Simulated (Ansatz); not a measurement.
The end of the path is a generated cell of NaCdBr3: the first start was made by placing the elements on the sites of a structure type, and the end was not matched to a known phase here, so it may be hypothetical.

A geometry of NaCdBr₃ away from equilibrium: the start of the relaxation of a generated trial cell of NaCdBr3 in the GdFeO3 structure type. All values below come from r2SCAN (plane waves to 500 eV, PAW, scalar-relativistic; Ansatz, a program for electronic structure). Γ-centred k-mesh 3×2×3 on the run's cell (coarser than for final values), Fermi–Dirac smearing 0.05 eV.

```xyz
20
Lattice="7.3877 0.0000 0.0000 0.0000 10.4241 0.0000 0.0000 0.0000 7.3631" Properties=species:S:1:pos:R:3 pbc="T T T"
Na     3.6030     2.6060     7.3012
Na     7.2969     2.6060     3.7434
Na     3.7847     7.8180     0.0618
Na     0.0909     7.8180     3.6197
Cd     0.0000     0.0000     0.0000
Cd     3.6939     5.2120     3.6815
Cd     0.0000     5.2120     0.0000
Cd     3.6939     0.0000     3.6815
Br     0.2312     2.6060     0.4315
Br     3.9251     2.6060     3.2501
Br     7.1565     7.8180     6.9316
Br     3.4626     7.8180     4.1130
Br     2.1277     5.5977     1.5683
Br     5.8215    10.0384     2.1132
Br     5.2601     0.3857     5.7947
Br     1.5662     4.8263     5.2499
Br     5.2601     4.8263     5.7947
Br     1.5662     0.3857     5.2499
Br     2.1277    10.0384     1.5683
Br     5.8215     5.5977     2.1132
```

**Question.** Which atoms carry the largest force, and which way does it point?

**Answer.** 0.65 eV/Å, on Br9, Br10, Br11, Br12 (atoms numbered as listed); on Br9 its components are (0.08, 0.00, 0.65).

**Question.** What is the pressure?

**Answer.** +3.4 GPa, compression positive.

**Question.** How much energy per atom can still be gained by relaxing?

**Answer.** 0.11 eV/atom; the path ends in Pnma (No. 62).

No spin polarisation in the result.

The run could not lose the symmetry of its start: the end is stationary, and may be a saddle point rather than a minimum.
